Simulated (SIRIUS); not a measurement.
**HfB and the effect of the dispersion correction**

The cell as given:

It takes space group Fm-3m (No. 225, cubic). The conventional cell has a = 4.620 Å, b = 4.620 Å, c = 4.620 Å, α = 90.00°, β = 90.00°, γ = 90.00°. Hf (site symmetry m-3m) is surrounded by 6 B at 2.31 Å. B (site symmetry m-3m) has 6 Hf at 2.31 Å as nearest neighbours.

Kept alike: task relaxation of cell and atoms; functional revPBE; k mesh 7 × 7 × 7; occupations fermi-dirac, width 0.05 eV; no spin polarisation. Program: SIRIUS, PseudoDojo 0.4.1 PBE standard (scalar relativistic), cutoff 1054 eV. The mesh is that of the run's cell of 2 atoms. No spin-orbit coupling.

| dispersion correction | volume (Å³/atom) |
| --- | --- |
| D3(zero) | 13.814 |
| D3(BJ) | 13.691 |
| D4 | 13.776 |

The relaxations keep at least the cell's symmetry (Fm-3m). For a metal such a mesh leaves the last digits unconverged. Relaxations stop with a little pressure left, so the last digits of a volume or edge aren't settled. Runs of this series that gave no sound value for these columns are left out. All rows use potentials made for PBE.

What does the dispersion correction change here?

The volume runs from 13.691 (D3(BJ)) to 13.814 Å³/atom (D3(zero)).
